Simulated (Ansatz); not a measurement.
Data:

ZrIr$_{3}$:
```
ZrIr3
1.0
    3.93336     0.00000     0.00000
    0.00000     3.93336     0.00000
    0.00000     0.00000     3.93336
Ir Zr
3 1
Direct
  0.00000   0.50000   0.50000
  0.50000   0.00000   0.50000
  0.50000   0.50000   0.00000
  0.00000   0.00000   0.00000
```

This is the PBEsol-relaxed structure.

Task: All from plane-wave PAW PBEsol (Ansatz code), unless another level is named. Give the formation energy from the elements (no fitted shifts).

Result: -0.73 eV/atom.

Task: Next, the density of states at the Fermi level?

Result: 0.71 states/eV per atom (mean over ±0.08 eV).

Task: And the gap with spin–orbit coupling?

Result: none (metallic).

Space group Pm-3m (Cu3Au type). The workflow started from an entry of the Crystallography Open Database (COD). Whether it is the stable phase at ambient conditions was not checked. Symmetry was held in the PBEsol relaxation; whether a distortion lowers the energy is not shown. No spin polarisation was allowed. The references are the lowest solids computed at this level, not always the standard phases. Scalar-relativistic: spin–orbit coupling is off unless named, which matters more the heavier the elements.

Potentials: the later of the program's two PAW sets.
